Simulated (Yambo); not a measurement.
```xyz
2
Lattice="0.0000 3.2743 3.2743 3.2743 0.0000 3.2743 3.2743 3.2743 0.0000" Properties=species:S:1:pos:R:3 pbc="T T T"
K      0.0000     0.0000     0.0000
Br     3.2743     3.2743     3.2743
```

KBr (rock salt, space group Fm-3m, No. 225): mean Im ε in 1 eV windows above the direct gap of 6.77 eV, for different electron-hole kernels (Yambo, broadening 0.15 eV, PBEsol (Quantum ESPRESSO, PseudoDojo norm-conserving, 74 Ry, with spin-orbit coupling) bands; 6×6×6 mesh, 6 valence and 8 conduction bands, static screening with 68 bands and a 4 Ry block, scissor 2.59 eV, Tamm-Dancoff; field along x).

| window (eV) | independent quasiparticles | RPA (no attraction) | BSE |
|---|---|---|---|
| 6.8 to 7.8 | 0.5 | 0.4 | 3.3 |
| 7.8 to 8.8 | 1.2 | 0.9 | 1.9 |
| 8.8 to 9.8 | 3.5 | 2.2 | 1.6 |
| 9.8 to 10.8 | 3.1 | 2.7 | 2.2 |

This run doesn't resolve bound excitons or single peaks, so only averages are given, and they too depend on the mesh; weight that the attraction moves below the gap isn't listed. All transitions below 10.82 eV are in the band window. The scissor comes from a G0W0 run whose convergence isn't established.

Geometry relaxed with PBEsol.
